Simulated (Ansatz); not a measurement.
Sc:
```
Sc
1.0
    3.24176     0.00000     0.00000
   -1.62088     2.80745     0.00000
    0.00000     0.00000    10.36133
Sc
4
Direct
  0.00000   0.00000   0.00000
  0.00000   0.00000   0.50000
  0.33333   0.66667   0.25000
  0.66667   0.33333   0.75000
```

Relaxed with PBEsol. Special points in fractions of this cell's reciprocal vectors: Γ (0.000, 0.000, 0.000); M (0.500, 0.000, 0.000); K (0.333, 0.333, 0.000); A (0.000, 0.000, 0.500); L (0.500, 0.000, 0.500); H (0.333, 0.333, 0.500).

Task: List the band energies nearest the Fermi level at these points for DFT-PBEsol in the program Ansatz with PAW potentials.

Result: In eV from the Fermi level; about four levels below and three above (degenerate sets whole), none deeper than 8.9 eV; points with the same levels are listed once.

| k | below | above |
|---|---|---|
| Γ | -5.25 -3.71 -3.70 -1.77 | 0.50 0.83 0.89 |
| M | -1.21 -0.53 -0.36 -0.35 | 0.24 0.87 1.31 |
| K | -0.50 -0.50 -0.32 -0.32 -0.17 | 0.29 0.56 0.56 |
| A | -4.83 -4.83 -2.37 -2.37 | 0.47 0.47 1.47 1.47 |
| L | -1.39 -1.39 -0.50 -0.50 | 0.03 0.03 1.27 1.27 |
| H | -0.49 -0.49 -0.40 -0.40 | 0.62 0.62 0.70 0.70 |

Space group P6_3/mmc (dhcp (α-La type)). The start of the workflow was typed in or built on a structure type. Its sites differ from those of the usual phase in this space group: another stacking or structure type. The cell was relaxed with PBEsol under the symmetry of its start; its stability against distortions is not shown here. No spin polarisation was allowed.

Potentials: the earlier of the program's two PAW sets. The files were generated under PBE; for other functionals the program regenerates the frozen cores, and for LDA and PBEsol the local potential too.
